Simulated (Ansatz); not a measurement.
**Ba₂BiSb₂: do energies and stresses tell the same story?**

The calculation used Ansatz, DFT PBE, scalar-relativistic, plane waves, PAW.

Plane waves to 420 eV, a k mesh through Γ of 10×10×10 on the computed 5-atom cell and Gaussian smearing (0.10 eV); no spin polarisation.

Relaxed cell: Immm, a = 4.828 Å, b = 7.673 Å, c = 10.126 Å, α = 90.00°, β = 90.00°, γ = 90.00°, 5 atoms in the primitive cell.

Energies at zero smearing and pressures from the stress tensor, at volumes with shape and atoms relaxed:
| V (Å³/atom) | E − E(first) (meV/atom) | P (GPa) |
| --- | --- | --- |
| 35.259 | 0.00 | 2.46 |
| 36.385 | -12.44 | 1.13 |
| 37.510 | -16.24 | -0.01 |
| 38.635 | -12.68 | -0.97 |
| 39.760 | -2.85 | -1.79 |

Check P = −dE/dV between neighbouring volumes, and get the bulk modulus from the pressures alone.

With 1 eV/Å³ = 160.2 GPa:
```csv
middle V (Å³/atom),−ΔE/ΔV (GPa),mean P (GPa)
35.822,1.771,1.792
36.947,0.541,0.561
38.073,-0.507,-0.488
39.198,-1.399,-1.381
```

The two differ by 0.02 GPa at most. The mean of two end pressures misses the average over a step by about ΔV² P″/12, up to 0.02 GPa here; with that taken off 0.01 GPa remains. Around V = 37.510 Å³/atom, the two neighbours give B = −V ΔP/ΔV = 37.510 × 2.10 / 2.251 = 35.0 GPa, against B0 = 34.9 GPa from the Birch–Murnaghan fit of the energies.

Spin–orbit coupling is left out, which can shift energies with elements as heavy as these.